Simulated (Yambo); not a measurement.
A G0W0@LDA run in Yambo for Na2PtH4 (space group I4/mmm, No. 139) (4×4×4 Γ-centred k mesh, bands 7 to 132 and a 7 Ry block in the screening, 132 bands in G with the Bruneval-Gonze terminator, plasmon pole fitted at 27.2 eV) gives these matrix elements, in eV, at the band edges ((0.25, -0.25, -0.5) → Z):

| state | E0 | <Vxc> | <Σx> | <Σc(E0)> | Z |
|---|---|---|---|---|---|
| valence edge | 0.000 | -17.373 | -21.208 | 2.609 | 0.792 |
| conduction edge | 1.988 | -8.458 | -4.936 | -2.701 | 0.840 |

Question: Solve the linearised quasiparticle equation for both states, give the gap, and say how exchange and correlation each act on it.

Answer: E = E0 + Z(Σx + Σc − Vxc). Valence: 0.000 + 0.792 × (-21.208 + (2.609) − (-17.373)) = -0.97 eV. Conduction: 1.988 + 0.840 × (-4.936 + (-2.701) − (-8.458)) = 2.68 eV. The gap is 3.65 eV, against 1.99 eV in LDA. Replacing Vxc by bare exchange alone would open it by 7.36 eV; correlation takes back 5.31 eV of that, and Z scales what is left. Convergence of the G0W0 settings was not tested. Spin-orbit coupling is left out, which matters for elements this heavy: edges can move by tenths of an eV.

Geometry of the Materials Project entry, not relaxed at this level; primitive cell a = b = c = 4.9436 Å, α = β = 116.61°, γ = 95.97°.
